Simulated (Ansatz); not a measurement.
# Property card for MoW

MoW:
```cif
data_Mo4W4
_chemical_formula_sum 'Mo4 W4'
_space_group_name_H-M_alt 'Fm-3m'
_space_group_IT_number 225
_space_group_name_Hall '-F 4 2 3'
_cell_length_a 5.17994
_cell_length_b 5.17994
_cell_length_c 5.17994
_cell_angle_alpha 90.000
_cell_angle_beta 90.000
_cell_angle_gamma 90.000
loop_
_atom_site_label
_atom_site_type_symbol
_atom_site_symmetry_multiplicity
_atom_site_Wyckoff_symbol
_atom_site_fract_x
_atom_site_fract_y
_atom_site_fract_z
_atom_site_occupancy
Mo1 Mo 4 a 0.00000 0.00000 0.00000 1
W1 W 4 b 0.50000 0.50000 0.50000 1
```
(The calculation used a cell of 2 atoms; values per cell refer to that cell.)

Space group Fm-3m (No. 225), rock salt; conventional cell a = b = c = 5.180 Å, α = β = γ = 90.00°.

Method: plane-wave PAW PBEsol (Ansatz code). Structure relaxed to zero pressure with the same functional. Other levels are named where they apply.

### Cell and energy

```json
{
  "volume_per_atom": "17.37 Å³",
  "density": "13.37 g/cm³",
  "Formation energy from the elements (no fitted shifts)": "1.36 eV/atom"
}
```

### Electronic structure

```json
{
  "electronic_character": "metallic (no gap)",
  "Density of states at the Fermi level": "1.2 states/eV per atom (mean over ±0.08 eV)",
  "Gap with spin–orbit coupling": "none (metallic)"
}
```

### Mechanics

```json
{
 "Bulk modulus (Birch–Murnaghan fit)": "219 GPa",
 "Pressure derivative B′": "4.2",
 "Elastic constants (relaxed ions, GPa)": "C11 = 494, C12 = 82.8, C44 = -104",
 "mechanical_stability": "unstable (C has a negative eigenvalue)"
}
```

### Phonons

```json
{
 "highest_zone_centre_frequency": "187 cm⁻¹",
 "zone_centre_stability": "no imaginary mode at Γ"
}
```

The start of the workflow was typed in or built on a structure type; neither database checked (COD, Materials Project) lists it. Whether it is the stable phase at ambient conditions was not checked. Symmetry was held in the PBEsol relaxation. No spin polarisation was allowed. Its formation energy is positive at this level, so the cell may be metastable or incomplete. As this level gives no gap, shear constants depend on the k-mesh and smearing (Fermi–Dirac, 0.1 eV here). As this level gives no gap, phonon frequencies hold no LO–TO term and depend on the k-mesh and smearing (Fermi–Dirac, 0.1 eV here). On the denser mesh and wider smearing of the elastic run this cell carries a stress of 0.3 GPa. The references are the lowest solids computed at this level, not always the standard phases. Scalar-relativistic: spin–orbit coupling is off unless named, which matters more the heavier the elements.

Potentials: the earlier of the program's two PAW sets. The files were generated under PBE; for other functionals the program regenerates the frozen cores, and for LDA and PBEsol the local potential too.
